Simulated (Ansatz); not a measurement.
Nb:
```cif
data_Nb3
_chemical_formula_sum 'Nb3'
_space_group_name_H-M_alt 'P 1'
_space_group_IT_number 1
_cell_length_a 4.83287
_cell_length_b 4.83287
_cell_length_c 2.64634
_cell_angle_alpha 90.000
_cell_angle_beta 90.000
_cell_angle_gamma 120.000
loop_
_space_group_symop_operation_xyz
  'x, y, z'
loop_
_atom_site_label
_atom_site_type_symbol
_atom_site_fract_x
_atom_site_fract_y
_atom_site_fract_z
_atom_site_occupancy
Nb1 Nb 0.00000 0.00000 0.00000 1
Nb2 Nb 0.66667 0.33333 0.50000 1
Nb3 Nb 0.33333 0.66667 0.50000 1
```

Relaxed with PBEsol.

Problem. Decompose the optical modes at the zone centre into irreducible representations, and say which are infrared and Raman allowed.

Solution. Point group 6/mmm: Γ_opt = A2u + B1g + E1u + E2g. Infrared: A2u, E1u. Raman: E2g.

Problem. Assign frequencies (DFPT, DFT-PBEsol in the program Ansatz with PAW potentials).

Solution. B1g 172i, A2u 79, E2g 188, E1u 198 cm⁻¹.

Subscripts of B labels follow the axes of the standard setting.

Space group P6/mmm. The start of the workflow was typed in or built on a structure type; neither database checked (COD, Materials Project) lists it. It is not the phase usual at ambient conditions (space group No. 229). The PBEsol relaxation kept the symmetry of its start. At this level the phase is dynamically unstable (imaginary phonons). No spin polarisation was allowed. As this level gives no gap, phonon frequencies hold no LO–TO term and depend on the k-mesh and smearing (Fermi–Dirac, 0.1 eV here).

Potentials: the earlier of the program's two PAW sets. The files were generated under PBE; for other functionals the program regenerates the frozen cores, and for LDA and PBEsol the local potential too.
